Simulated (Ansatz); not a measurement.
Sc (fcc, Cu type)

```
CELL_PARAMETERS angstrom
      0.00000     4.47236     4.47236
      2.23618     0.00000     2.23618
      2.23618     2.23618     0.00000
ATOMIC_POSITIONS crystal
  Sc 0.00000 0.00000 0.00000
  Sc 0.50000 0.00000 0.00000
```

The atoms are displaced by Q × the pattern below (from a DFPT mode at L = (0.5, 0.0, 0.0), largest move 1; Q in Å), at fixed cell. (q is in reciprocal vectors of the primitive cell; the cell shown is doubled to hold the pattern.)

```json
[
 {"atom": "Sc1", "x": "-0.577", "y": "0.577", "z": "0.577"},
 {"atom": "Sc2", "x": "0.577", "y": "-0.577", "z": "-0.577"}
]
```

These are LDA (plane waves to 420 eV, PAW, scalar-relativistic; Ansatz, a program for electronic structure) values and carry that method's errors. k mesh 9×18×18 (Γ-centred), Fermi-Dirac smearing 0.05 eV. Energies are smeared free energies. With partly filled bands, energies and forces of such displacements shift with the k mesh and the smearing. Sc is run without spin polarisation. Sc was relaxed with its symmetry unable to fall. This is one of several known forms of Sc; the measured ambient cells at hand have space group No. 194. ΔE is measured from the undisplaced structure. The last digit holds for this mesh only.

```tsv
Q (Å)	ΔE (meV/cell)
-0.2800	withheld
-0.2333	396.9
-0.1867	248.9
-0.1400	139.5
-0.0933	62.0
-0.0467	15.5
0.0000	0.0
0.0467	15.5
0.0933	62.0
0.1400	139.5
0.1867	248.9
0.2333	396.9
0.2800	withheld
```

Question: Fit an even polynomial form (powers 2, 4, 6) to the given rows and predict ΔE at Q = 0.2800.

Answer: Least squares on the 11 given rows: ΔE = (7178)·Q² + (-6569)·Q⁴ + (159100)·Q⁶, in meV/cell with Q in Å; root-mean-square residual 0.09 meV/cell. At 0.2800 the fit gives 599.0 meV/cell; the calculation gives 598.7 meV/cell, so the extrapolation is off by 0.3 (+0.1 %). The quadratic term alone would give 562.8 meV/cell.

(For displaced atoms, the force is minus the slope of the energy, and its curvature is a force constant, which sets phonon frequencies.)
